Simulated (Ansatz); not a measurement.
Mo3Ir:
```cif
data_Ir2Mo6
_chemical_formula_sum 'Mo6 Ir2'
_space_group_name_H-M_alt 'Pm-3n'
_space_group_IT_number 223
_space_group_name_Hall '-P 4n 2 3'
_cell_length_a 4.94028
_cell_length_b 4.94028
_cell_length_c 4.94028
_cell_angle_alpha 90.000
_cell_angle_beta 90.000
_cell_angle_gamma 90.000
loop_
_atom_site_label
_atom_site_type_symbol
_atom_site_symmetry_multiplicity
_atom_site_Wyckoff_symbol
_atom_site_fract_x
_atom_site_fract_y
_atom_site_fract_z
_atom_site_occupancy
Mo1 Mo 6 c 0.00000 0.50000 0.25000 1
Ir1 Ir 2 a 0.00000 0.00000 0.00000 1
```

This is the PBEsol-relaxed structure.

Problem. All from PBEsol in the plane-wave PAW code Ansatz, unless another level is named. Give the Debye temperature from the elastic constants.

Solution. 404 K.

Problem. What about the elastic constants (relaxed ions, GPa)?

Solution. C11 = 544, C12 = 185, C44 = 88.8.

The first step of the workflow began from a Materials Project structure, measured or hypothetical; the Crystallography Open Database copy checked does not list it. Whether it is the stable phase at ambient conditions was not checked. Symmetry was held in the PBEsol relaxation; of distortions, only those at the zone centre were tested. No spin polarisation was allowed. As this level gives no gap, shear constants depend on the k-mesh and smearing (Fermi–Dirac, 0.1 eV here). Scalar-relativistic: spin–orbit coupling is off unless named, which matters more the heavier the elements.

Potentials: the later of the program's two PAW sets.
